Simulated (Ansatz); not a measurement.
A 12-atom cell of SnSi3O8 built on the rutile structure (relaxed group Cmmm), relaxed with r2SCAN. Space group Cmmm (No. 65), orthorhombic; a = 6.020 Å, b = 6.210 Å, c = 5.647 Å in the conventional setting, 8.80 Å³ an atom. Si has 6 O at 1.78–1.83 Å; Si has 6 O at 1.76–1.90 Å; O has 2 Si at 1.76–1.78 Å and 1 Sn at 1.99 Å; O has 3 Si at 1.81–1.90 Å; Sn has 6 O at 1.99–2.02 Å; O has 2 Si at 1.83 Å and 1 Sn at 2.02 Å.

```cif
data_structure
_symmetry_space_group_name_H-M 'Cmmm'
_symmetry_Int_Tables_number 65
_cell_length_a 6.0203
_cell_length_b 6.2098
_cell_length_c 5.6472
_cell_angle_alpha 90.000
_cell_angle_beta 90.000
_cell_angle_gamma 90.000
_cell_volume 211.12
loop_
_atom_site_label
_atom_site_type_symbol
_atom_site_symmetry_multiplicity
_atom_site_Wyckoff_symbol
_atom_site_fract_x
_atom_site_fract_y
_atom_site_fract_z
_atom_site_occupancy
Si1 Si 4 l 0.50000 0.00000 0.23872 1
Si2 Si 2 a 0.00000 0.00000 0.00000 1
O1 O 8 o 0.20426 0.00000 0.22273 1
O2 O 4 i 0.50000 0.80576 0.00000 1
Sn1 Sn 2 d 0.00000 0.00000 0.50000 1
O3 O 4 j 0.50000 0.82495 0.50000 1
```

4 runs of Ansatz 0.2.0 on this cell differ in the functional (and in the settings that go with it). Levels are in eV from each run's valence top; v1 is the last filled band, c1 the first empty one.

Run A, mean stress +9.1 GPa (compression positive):
```
point     v5     v3     v1    c1    c2    c3
    Γ  -2.35  -0.95   0.00  3.55  5.65  6.94
    Y  -1.79  -1.50  -1.14  4.78  5.97  6.37
   C₀  -1.80  -1.50  -1.14  4.78  5.97  6.38
```

Run B, mean stress -1.9 GPa (compression positive):
```
point     v5     v3     v1    c1    c2    c3
    Γ  -2.31  -0.86   0.00  6.27  8.46  9.72
    Y  -1.91  -1.52  -1.23  7.60  8.85  9.22
   C₀  -1.91  -1.52  -1.23  7.60  8.85  9.22
```

Run C, mean stress 0.0 GPa (compression positive):
```
point     v5     v3     v1    c1    c2    c3
    Γ  -2.40  -0.95   0.00  4.35  6.51  7.84
    Y  -1.85  -1.54  -1.18  5.58  6.90  7.33
   C₀  -1.86  -1.53  -1.18  5.58  6.91  7.33
```

Run D, mean stress -1.8 GPa (compression positive):
```
point     v5     v3     v1    c1    c2    c3
    Γ  -2.32  -0.87   0.00  5.52  7.68  8.95
    Y  -1.90  -1.52  -1.23  6.82  8.07  8.44
   C₀  -1.91  -1.52  -1.23  6.82  8.07  8.45
```

Question: Match the runs to PBE, r2SCAN, HSE06, PBE0.

Answer: A is PBE, B is PBE0, C is r2SCAN, D is HSE06. In order of the gap: PBE 3.55, r2SCAN 4.35, HSE06 5.52, PBE0 6.27 eV. The stress vanishes for r2SCAN, which relaxed the cell.

All values are calculated for a non-magnetic cell, which may be hypothetical.

Spin-orbit coupling is left out, which matters wherever the heavy atoms make up the band edges.

The program warns that its thresholds are loose for a hybrid's stress.

The meshes of the hybrids are coarse, so their gaps aren't converged to the digits shown.
